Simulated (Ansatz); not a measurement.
Sb$_{2}$Pt in space group Pa-3 (No. 205; Pt on 4a, Sb on 8c), the program Ansatz at the PBE level (PAW), all energies at zero smearing, with the estimated change up to a 700 eV cutoff added, with one set of potentials and settings (totals compare only within such a set). Cell of 12 atoms (4 Pt, 8 Sb): -101973.590 eV.

```tsv
element	reference phase	E (eV/atom)
Pt	Fm-3m, 1 atoms in the cell	-12523.0127
Sb	R-3m, 2 atoms in the cell	-6484.4916
```

Formation energy per atom, worked out: (-101973.590 − 4×(-12523.0127) − 8×(-6484.4916))/12 = -0.467 eV/atom (-45 kJ per mol of atoms), at 0 K, without zero-point energy or fitted corrections.

The cell was relaxed with PBE under the symmetry of its start. No spin polarisation was allowed. The references are the lowest solids computed at this level, not always the standard phases. Spin–orbit coupling is left out wherever it is not named.

Potentials: the later of the program's two PAW sets.
